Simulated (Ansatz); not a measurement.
Ca$_{2}$CuO$_{3}$:
```
CELL_PARAMETERS angstrom
     -1.61622     1.88843     6.00060
      1.61622    -1.88843     6.00060
      1.61622     1.88843    -6.00060
ATOMIC_POSITIONS crystal
  Ca 0.85100 0.35100 0.50000
  Ca 0.14900 0.64900 0.50000
  Cu 0.50000 0.00000 0.50000
  O  0.66038 0.16038 0.50000
  O  0.33962 0.83962 0.50000
  O  0.00000 0.00000 0.00000
```

Relaxed with PBEsol. Special points in fractions of this cell's reciprocal vectors: Γ (0.000, 0.000, 0.000); X (0.500, 0.500, -0.500); F2 (0.268, 0.732, -0.268); Σ0 (-0.268, 0.268, 0.268); Y0 (0.275, -0.275, 0.275); U0 (0.725, 0.275, -0.275); R (0.000, 0.500, 0.000); W (0.250, 0.250, 0.250); S (0.500, 0.000, 0.000); T (0.000, 0.000, 0.500).

### Question
List the band energies nearest the Fermi level at these points for plane-wave PAW PBEsol (Ansatz code).

### Answer
In eV from the Fermi level; about four levels below and three above (degenerate sets whole), none deeper than 8.9 eV; points with the same levels are listed once.

```json
[
 {"k": "Γ", "below": "-2.06 -1.96 -1.66 -1.59", "above": "1.83 3.03 3.40"},
 {"k": "X", "below": "-2.31 -1.61 -1.53 -1.31", "above": "2.19 3.83 4.10"},
 {"k": "F2", "below": "-2.54 -2.28 -2.18 -1.15", "above": "3.43 5.18 5.33"},
 {"k": "Y0", "below": "-2.40 -1.70 -1.68 -1.46", "above": "0.65 4.09 4.62"},
 {"k": "R", "below": "-2.42 -2.35 -2.20 -1.17", "above": "3.45 5.23 5.41"},
 {"k": "W", "below": "-2.25 -2.00 -1.73 -1.62", "above": "0.80 1.08 4.02"},
 {"k": "S", "below": "-2.49 -1.74 -1.65 -1.42", "above": "0.65 4.20 4.64"},
 {"k": "T", "below": "-2.34 -1.77 -1.75 -1.62", "above": "0.82 1.00 4.43"}
]
```

Space group Immm. The workflow started from an entry of the Crystallography Open Database (COD). Whether it is the stable phase at ambient conditions was not checked. The cell was relaxed with PBEsol under the symmetry of its start; its stability against distortions is not shown here. No spin polarisation was allowed. No Hubbard U is applied. Without spin polarisation and U, an open-shell compound can come out a false metal.

Potentials: the later of the program's two PAW sets.
